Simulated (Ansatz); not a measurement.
LaScO$_{3}$ in space group Pnma (No. 62; La on 4c, O on 8d, Sc on 4b, O on 4c), plane-wave PAW PBE (Ansatz code). The conduction-band minimum lies at Γ, with 1 equivalent valley. Second derivatives d²E/dk² of the lowest band at one valley (eV·Å²), along Cartesian directions:

```
direction  d²E/dk²
---------  -------
[100]        7.409
[010]        5.942
[001]        3.820
[110]        6.676
[101]        5.611
[011]        4.881
```

Problem. Find the principal effective masses, the density-of-states mass and the conductivity mass.

Solution. Off-diagonal terms follow from H_xy = H[110] − (H_xx + H_yy)/2, and m*/mₑ = 7.620 eV·Å² over each eigenvalue: 1.0, 1.3, 2.0. One valley's DOS mass (m₁m₂m₃)^(1/3) = 1.4, conductivity mass 3/(Σ 1/mᵢ) = 1.3 mₑ.

Problem. What effective density of states Nc follows at 300 K for parabolic valleys?

Solution. Nc = 2.509e19 × 1 × (1.4)^(3/2) ≈ 4.2e19 cm⁻³.

Problem. With the computed static dielectric constant 34.8 (mean of the diagonal), estimate a hydrogenic donor's binding energy and radius.

Solution. E = 13.606 eV × 1.3/34.8² ≈ 15 meV; a = 0.529 Å × ε/m* ≈ 14 Å. Semilocal masses tend to be too small when the gap is underestimated.

Symmetry was held in the PBE relaxation. The run is not spin-polarised. Scalar-relativistic: spin–orbit coupling is off unless named, which matters more the heavier the elements.

Potentials: the later of the program's two PAW sets.
